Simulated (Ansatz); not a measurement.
This guess for ZnAuC₄N₄ is about to be relaxed.

```yaml
crystal:
  lattice:
    - [5.88262, 0.00000, 0.00000]
    - [0.00000, 5.88262, 0.00000]
    - [0.00000, 0.00000, 5.88262]
  atoms:
    - { symbol: Zn, position: [0.50000, 0.50000, 0.50000] }
    - { symbol: C, position: [0.18814, 0.18814, 0.18814] }
    - { symbol: C, position: [0.18814, 0.81186, 0.81186] }
    - { symbol: C, position: [0.81186, 0.18814, 0.81186] }
    - { symbol: C, position: [0.81186, 0.81186, 0.18814] }
    - { symbol: Au, position: [0.00000, 0.00000, 0.00000] }
    - { symbol: N, position: [0.30297, 0.30297, 0.30297] }
    - { symbol: N, position: [0.30297, 0.69703, 0.69703] }
    - { symbol: N, position: [0.69703, 0.30297, 0.69703] }
    - { symbol: N, position: [0.69703, 0.69703, 0.30297] }
```

Level of theory: DFT PBE, scalar-relativistic, plane waves, PAW (Ansatz 0.2.0). Cutoff 420 eV, Gaussian smearing, Γ-centred meshes. Cell and atoms relax first on a coarse mesh and then on a finer one. In between, the cell is made exact in the group found at 0.06 Å. In metals the finer mesh still leaves noise of several meV/atom or more. The steps can't lower the symmetry of their start. Collinear spin is switched on along the way, since trial moments persisted in a coarse test.

A guess keeps its type if space group and coordination stay and the shape of the cell changes little (axis ratios within about 15 %, angles within 6°); the volume may change.

Question: Does this structure survive the relaxation?

Answer: It keeps its type. The symmetry stays P-43m (No. 215). The volume per atom grows by 7.6 %, from 20.4 to 21.9 Å³. The shortest distance stays 1.17 Å (C–N). Counting neighbours within 15 % of an atom's shortest distance, the start has Au 4, C 1, N 1, Zn 4 and the end Au 4, C 1, N 1, Zn 4.

The last run used collinear spin, a 6×6×6 mesh for its 10-atom cell and Gaussian smearing of 0.10 eV. Spin–orbit coupling, which can matter for Au, is left out. Another magnetic order may lie lower. A structure relaxed within its symmetry needn't be a true minimum.
